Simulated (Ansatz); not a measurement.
Starting cell, BaTiO$_{3}$ (tetragonal-perovskite type, space group P4mm):

```
BaTiO3
1.0
    3.97230     0.00000     0.00000
    0.00000     3.97230     0.00000
    0.00000     0.00000     4.11282
Ti Ba O
1 1 3
Direct
  0.50000   0.50000   0.45232
  0.00000   0.00000   0.93423
  0.50000   0.50000   0.89517
  0.50000   0.00000   0.41214
  0.00000   0.50000   0.41214
```

In this cell atom 3 (O, nearest neighbour Ti at 1.821 Å; its periodic images, 4.0 Å or more away, move with it) is moved by u·(1.000, 0.000, 0.000) + v·(0.000, 0.000, 1.000); the rest is frozen.

Level of theory: r2SCAN (plane waves to 500 eV, PAW, scalar-relativistic; Ansatz, a program for electronic structure). k mesh 7×7×7 (Γ-centred), Fermi-Dirac smearing 0.05 eV. Points where atoms come too close for the PAW data are left out (x in tables, blank in figures). Fu and Fv are the components of the force on the atom. BaTiO3 is run without spin polarisation. BaTiO3 was relaxed with its symmetry unable to fall.

Changes of Fv (eV/Å) from the point u = 0.000 Å, v = 0.000 Å when one coordinate moves alone (two changes are said to add if the coupling is within 5 % of the smaller one, nearly so within 20 %):

```json
[
 {"point": "u = -0.270 Å, v = 0.000 Å", "change": "-0.146"},
 {"point": "u = -0.135 Å, v = 0.000 Å", "change": "-0.041"},
 {"point": "u = 0.135 Å, v = 0.000 Å", "change": "-0.041"},
 {"point": "u = 0.270 Å, v = 0.000 Å", "change": "-0.146"},
 {"point": "u = 0.000 Å, v = 0.135 Å", "change": "-1.273"},
 {"point": "u = 0.000 Å, v = 0.270 Å", "change": "-1.702"}
]
```

Do the two effects add at u = 0.270 Å, v = 0.270 Å? Give the computed change.

The sum of the single changes is -0.146 + (-1.702) = -1.848; the calculation gives -1.703, so the coupling contributes 0.145 (over 20 % of the smaller single change, not additive).

(A displaced cell: forces are minus the slopes of the energy, force constants its curvatures, and phonons follow from these.)
